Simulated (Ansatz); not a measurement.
KTaO$_{3}$ (cubic perovskite, Pm-3m), DFT-PBE in the program Ansatz with PAW potentials, all energies at zero smearing, with the estimated change up to a 700 eV cutoff added, with one set of potentials and settings (totals compare only within such a set). Cell of 5 atoms (1 K, 3 O, 1 Ta): -13178.248 eV.

| element | reference phase | E (eV/atom) |
|---|---|---|
| K | Im-3m, 1 atoms in the cell | -1537.7858 |
| O | C2/m, 4 atoms in the cell, spin-polarised | -565.0000 |
| Ta | Im-3m, 1 atoms in the cell | -9932.2522 |

Formation energy per atom, worked out: (-13178.248 − 1×(-1537.7858) − 3×(-565.0000) − 1×(-9932.2522))/5 = -2.642 eV/atom (-255 kJ per mol of atoms), at 0 K, without zero-point energy or fitted corrections.

The PBE relaxation kept the symmetry of its start. At this level the phase is dynamically unstable (imaginary phonons). The run is not spin-polarised. The references are the lowest solids computed at this level, not always the standard phases (solids in place of the gases). Spin–orbit coupling is left out wherever it is not named.

Potentials: the later of the program's two PAW sets.
